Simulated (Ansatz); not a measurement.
BN (h-BN type, space group P6_3/mmc)

```
CELL_PARAMETERS angstrom
      2.50580     0.00000     0.00000
     -1.25290     2.17009     0.00000
      0.00000     0.00000     6.61621
ATOMIC_POSITIONS crystal
  B  0.33333 0.66667 0.25000
  B  0.66667 0.33333 0.75000
  N  0.33333 0.66667 0.75000
  N  0.66667 0.33333 0.25000
```

Scan: atom 1 (B, nearest neighbour N at 1.447 Å; its periodic images, 2.5 Å or more away, move with it) is displaced along Cartesian z, direction (0.000, 0.000, 1.000) in Cartesian axes, by s. The other atoms stay.

Computed with PBE-D3(BJ) (plane waves to 420 eV, PAW, scalar-relativistic; Ansatz, a quantum-chemistry and plane-wave program). k mesh 12×12×4 (Γ-centred), Fermi-Dirac smearing 0.05 eV. The energy includes the smearing's −TS. BN was relaxed with its symmetry unable to fall. The PAW data are Ansatz's earlier set. ΔE is measured from the undisplaced structure.

```csv
s (Å),ΔE (meV/cell)
-0.290,567
-0.232,362
-0.174,203
-0.116,90
-0.058,22
0.000,0
0.058,22
0.116,90
0.174,203
0.232,362
0.290,567
```

Task: What force constant k = d²E/ds² at s = 0 does the table give?

Result: 13 eV/Å². It is the second difference of the nearest points, corrected with the next pair.

Task: With k = 13.36 eV/Å² from the forces, is the well harmonic out to s = 0.290 Å?

Result: ½ks² = 562 meV/cell against the computed 567 meV/cell, so the well is close to harmonic there.

(A displaced cell: forces are minus the slopes of the energy, force constants its curvatures, and phonons follow from these.)
